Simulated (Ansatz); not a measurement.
Ansatz (an electronic-structure program) input:

Ansatz 0.2 input:
```yaml
crystal:
  lattice:
    - [4.3006547127, 0.0, 0.0]
    - [-2.1503273563, 3.7244762341, 0.0]
    - [0.0, 0.0, 6.6771158025]
  atoms:
    - { symbol: Bi, position: [0.0, 0.0, 0.9208426169] }
    - { symbol: Te, position: [0.6666666667, 0.3333333333, 0.6666010276] }
    - { symbol: I, position: [0.3333333333, 0.6666666667, 0.2318663555] }
kpoints:
  mp_grid: { grid: [8, 8, 4] }
basis: { xc_grid: 2, fft_grid_basis: typed }
hamiltonian:
  xc: lda
  pseudopotentials: { kind: paw }
scf:
  occupations: { method: fixed }
checkpoint: { read: static.run }
output: { write_density: true, elf: true, volumetric_format: npy }
```

Output (shortened):

```
Pseudopotential: Bi, paw, valence charge 15
Pseudopotential: Te, paw, valence charge 16
Pseudopotential: I, paw, valence charge 17
Functional definition: SPW92
Crystal: 3 atoms, lattice volume = 106.952 Å³
Basis set: ecut = 420 eV, 2069 PW (Γ), exchange–correlation on 60×60×90 points (8 copies of the dense FFT grid, shifted against one another)
Bands: 29, of which v1, the nominal top of the filled ones, is band 24 counted from 1 (23 counted from 0)
Symmetry: 6 space group operations
Space group: P3m1 (ITA 156), of the structure as read, at distance tolerance 4.7e-5 Å
k-points: 35 of 256 (time reversal used)
Stability of the state it starts from, as read at its close in the unpolarized treatment …
iter 1 solved again at ethr=2.00e-7 eV; its pass at ethr=3.10e-3 eV (dr2=9.59e-5 eV) is discarded
SCF iter   1: F=—  HF=-26269.914133 eV  |F-HF|=—  |Δ(HF+E_count)|=         —  Δρ=9.95e-7  dr2=1.05e-9  ethr=2.00e-7  ⟨swp⟩=3.4  Hψ=6735  notcnv=0  defer=103
preconditioner: auto → Resta (q_TF=auto, 2.387 Å⁻¹)
SCF iter   2: F=-26269.914133 eV  HF=-26269.914133 eV  |F-HF|=6.55e-10  |Δ(HF+E_count)|=   1.89e-7  Δρ=6.51e-7  dr2=5.84e-10  ethr=2.20e-12  ⟨swp⟩=14.1  Hψ=7269  notcnv=0
SCF 1 converged in 2 iterations: F = -26269.914133 eV  dr2 = 5.84e-10
SCF converged after 2 iterations
Free energy (F): -26269.914133 eV
Harris-Foulkes:  -26269.914133 eV  (|F-HF|=6.55e-10)
Internal energy: -26269.914133 eV  (E = F + TS)
E sigma→0 (E₀):  -26269.914133 eV
Fermi energy:    7.758877 eV
--- Per-component energies (eV) ---
  E_band       = -756.952051
  E_kinetic    = 674.601453
  E_local      = -4838.675206  (includes V_loc(G=0)·N_el)
  E_nonlocal   = 174.159964
  E_hartree    = 2351.016521
  E_xc         = -402.833185
  E_vxc        = -379.510120  (∫ρ·V_xc dr)
  E_paw        = -19521.519225  (= ΣΔE_a)
  E_vpaw       = -1089.559517  (= ΣTr[D̂ρ^β])
  E_aug_tail   = -0.000649  (compensation charges beyond the density's cutoff)
  E_ewald      = -4708.118798
  E_core_change = 1.454991  (= ΣΔE_core)
  E_smearing   =  0.000000  (= −TS)
  E_closure    = 0.000000  (closes the sum)
  Σ components = -26269.914133   (vs F -26269.914133, Δ=0.00e0)
  [band-id]    e_kinetic+e_local+e_nonlocal+2·e_hartree+e_vxc+e_vpaw+e_augmentation_tail = -756.951032   (vs E_band -756.952051, Δ=1.02e-3)
--- Band table (eV; the first three rows and the last of 35) ---
  k-point 0: bands = ["-36.7953", "-36.7853", "-36.7853", "-36.7513", "-36.7513", "-28.4554", "-28.4554", "-28.4430", "-28.4430", "-28.4367", "-14.9928", "-14.9928", "-14.9799", "-14.9743", "-14.9743", "-5.7067", "-3.9811", "-1.1118", "5.5978", "6.2719", …
  k-point 1: bands = ["-36.7952", "-36.7853", "-36.7853", "-36.7513", "-36.7513", "-28.4554", "-28.4554", "-28.4430", "-28.4430", "-28.4367", "-14.9928", "-14.9928", "-14.9798", "-14.9744", "-14.9744", "-5.6189", "-4.2138", "-0.8296", "5.0653", "6.1895", …
  k-point 2: bands = ["-36.7953", "-36.7853", "-36.7853", "-36.7513", "-36.7513", "-28.4554", "-28.4554", "-28.4430", "-28.4430", "-28.4367", "-14.9928", "-14.9928", "-14.9798", "-14.9744", "-14.9744", "-5.5051", "-4.4520", "-0.5529", "4.6523", "6.1327", …
  k-point 34: bands = ["-36.7950", "-36.7854", "-36.7854", "-36.7511", "-36.7509", "-28.4548", "-28.4543", "-28.4433", "-28.4431", "-28.4358", "-15.0023", "-14.9929", "-14.9748", "-14.9690", "-14.9686", "-4.4521", "-3.1659", "-2.5527", "3.2498", "3.6307", …
```

Cost: about 7 core-seconds (a rough figure) on shared cores.

The first step of the workflow began from a Materials Project structure, measured or hypothetical; the Crystallography Open Database files this formula in space group No. 156, but the cells were not matched. Its standing as an ambient phase is unchecked. The cell was relaxed with LDA under the symmetry of its start; whether a distortion lowers the energy is not shown. A crystal of weakly bound layers computed without a dispersion correction: the cell and the soft elastic constants depend strongly on that. Scalar-relativistic: spin–orbit coupling is off unless named, which matters more the heavier the elements.

Potentials: the later of the program's two PAW sets.

Ansatz is a plane-wave DFT program.
